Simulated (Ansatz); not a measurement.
Property card for HfO₂

HfO$_{2}$:
```yaml
crystal:
  lattice:
    - [3.53744, 0.00000, 0.00000]
    - [0.00000, 3.53744, 0.00000]
    - [0.00000, 0.00000, 5.10350]
  atoms:
    - { symbol: Hf, position: [0.50000, 0.50000, 0.50000] }
    - { symbol: Hf, position: [0.00000, 0.00000, 0.00000] }
    - { symbol: O, position: [0.00000, 0.50000, 0.70359] }
    - { symbol: O, position: [0.00000, 0.50000, 0.20359] }
    - { symbol: O, position: [0.50000, 0.00000, 0.79641] }
    - { symbol: O, position: [0.50000, 0.00000, 0.29641] }
```

Space group P4_2/nmc (No. 137); conventional cell a = 3.5374 Å, b = 3.5374 Å, c = 5.1035 Å, α = 90.00°, β = 90.00°, γ = 90.00°.

Method: LDA (plane waves, PAW; program Ansatz). Structure relaxed to zero pressure with the same functional. Other levels are named where they apply.

### Cell and energy

| Property | Result |
|---|---|
| Volume per atom | 10.64 Å³ |
| Density | 10.95 g/cm³ |
| Formation energy from the elements (no fitted shifts) | -3.63 eV/atom |

### Electronic structure

| Property | Value |
|---|---|
| Band gap | 4.49 eV (indirect) |
| Valence-band maximum | at A |
| Conduction-band minimum | at Γ |
| Smallest direct gap on the standard path | 4.62 eV |
| Electron effective mass | 0.76, 0.76, 0.98 mₑ (principal values) |

### Mechanics

| Quantity | Result |
|---|---|
| Bulk modulus (Birch–Murnaghan fit) | 214 GPa |
| Pressure derivative B′ | 5.6 |
| Elastic constants (relaxed ions, GPa) | C11 = 418, C12 = 254, C13 = 84.9, C33 = 364, C44 = 37.4, C66 = 191 |
| Mechanical stability | stable (all eigenvalues of C positive) |
| Hill bulk and shear moduli | 222 and 85.0 GPa |
| Young's modulus | 226 GPa |
| Poisson's ratio | 0.33 |
| Debye temperature from the elastic constants | 423 K |

### Dielectric response

| Item | Value |
|---|---|
| Electronic dielectric constant ε∞ (DFPT) | 5.37 (xx = yy), 4.90 (zz) |
| Static dielectric constant ε0 (ions relaxed, cell fixed) | 76.2 (xx = yy), 18.1 (zz) |
| Born charges (a third of the trace) | Hf +5.35, O -2.68 e |

### Phonons

| Quantity | Result |
|---|---|
| Highest zone-centre frequency (without LO–TO term) | 676 cm⁻¹ |
| Zone-centre stability | no imaginary mode at Γ |
| Dynamical stability on the path | stable (no imaginary branch) |
| Zero-point energy | 67.5 meV/atom |
| Vibrational entropy at 300 K | 20.3 J/(K·mol of atoms) |

This is a known high-temperature phase of the composition, computed here at zero pressure and temperature. The LDA relaxation kept the symmetry of its start. The run is not spin-polarised. The references are the lowest solids computed at this level, not always the standard phases (solids in place of the gases). Scalar-relativistic: spin–orbit coupling is off unless named, which matters more the heavier the elements.

Potentials: the earlier of the program's two PAW sets. The files were generated under PBE; for other functionals the program regenerates the frozen cores, and for LDA and PBEsol the local potential too.
